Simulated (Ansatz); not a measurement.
BaSr$_{4}$ in space group R-3m (No. 166; Ba on 3a, Sr on 6c, Sr on 6c), PBE in the plane-wave PAW code Ansatz, all energies at zero smearing, with the estimated change up to a 700 eV cutoff added, with one set of potentials and settings (totals compare only within such a set). Cell of 5 atoms (1 Ba, 4 Sr): -20126.397 eV.

```json
[
 {"element": "Ba", "reference phase": "Im-3m, 1 atoms in the cell", "E (eV/atom)": "-5949.5401"},
 {"element": "Sr", "reference phase": "C2/m, 3 atoms in the cell", "E (eV/atom)": "-3544.2201"}
]
```

Formation energy per atom, worked out: (-20126.397 − 1×(-5949.5401) − 4×(-3544.2201))/5 = 0.005 eV/atom (0 kJ per mol of atoms), at 0 K, without zero-point energy or fitted corrections.

The workflow started from a Materials Project entry (that database holds measured and hypothetical structures alike); the Crystallography Open Database copy checked does not list it. With Ba and Sr taken as one species the cell has the higher symmetry Fm-3m, so it may be an ordered model of a mixed-site phase. Its standing as an ambient phase is unchecked. The PBE relaxation kept the symmetry of its start; its stability against distortions is not shown here. The references are the lowest solids computed at this level, not always the standard phases. Scalar-relativistic: spin–orbit coupling is off unless named, which matters more the heavier the elements.

Potentials: the later of the program's two PAW sets.
